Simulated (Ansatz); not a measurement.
Structure: RuS2 (Pa-3) from a database structure, at its r2SCAN minimum. The symmetry is Pa-3 (No. 205, cubic); a = 5.632 Å in the conventional setting, 14.89 Å³ an atom. Ru has 6 S at 2.36 Å; S has 1 S at 2.19 Å and 3 Ru at 2.36 Å.

The questions ask for values computed with the PAW code Ansatz on this geometry. Non-magnetic throughout; all numbers are computed.

Given (4×4×4 mesh): PBE gives an indirect gap of 0.69 eV, from Γ–X (0.90 of the way from Γ) to Γ; the least direct gap is 0.93 eV at Γ.

(1) Estimate the gap with PBE+SOC on 4×4×4.

(2) Estimate the gap with r2SCAN on 4×4×4.

(3) Order these levels by the gap that they give, smallest first.
A. PBE
B. PBE0
C. r2SCAN
D. HSE06

(4) What do these levels agree on?

## Answers

(1) The PBE+SOC gap is indirect, 0.68 eV (Γ–X (0.90 of the way from Γ) to Γ), below the direct gap of 0.89 eV at Γ. The gap differs by -0.01 eV from PBE's.

(2) r2SCAN gives an indirect gap of 0.88 eV, from Γ–X (0.90 of the way from Γ) to Γ; the least direct gap is 1.15 eV at Γ. The gap differs by +0.19 eV from PBE's.

(3) A (0.69 eV), C (0.88 eV), D (1.74 eV), B (2.44 eV).

(4) r2SCAN covers 18 % of the step from PBE to HSE06. For gaps to 0.1 eV, spin-orbit coupling (up to 0.03 eV here) can be left out. Among these functionals the gap stays indirect.

Only the levels marked +SOC include spin-orbit coupling.

Where an edge lies off the special points, it is a point of the mesh or the k point where a search put PBE's edge or least direct gap, reused for the other functionals, whose own edges may lie a little apart; PBE's own value is read along its path and can be a few hundredths of an eV high.

The meshes of the hybrids are coarse, so their gaps aren't converged to the digits shown.
